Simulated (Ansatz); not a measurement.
GaSb (zinc blende), relaxed with r²SCAN (Ansatz, a first-principles code, plane waves, PAW): a = b = c = 6.133 Å, α = β = γ = 90.00°.

gap (eV): 0.42
ΔH_f (eV/atom): -0.23

**Question.** The same phase is relaxed and computed with PBE in the same code. What are the cell and these values now?

**Answer.** a = 6.2143 Å, b = 6.2143 Å, c = 6.2143 Å, α = 90.00°, β = 90.00°, γ = 90.00°.

* **gap (eV)**: none
* **ΔH_f (eV/atom)**: -0.17

All cells were relaxed under the symmetry of their starts (and spin orders); stability against distortions was not tested throughout. Spin–orbit coupling is left out wherever it is not named.

Potentials: the earlier of the program's two PAW sets.

Ansatz is a plane-wave DFT program.

Formation energies count from the lowest solids of the elements computed at the same level, not from gases.
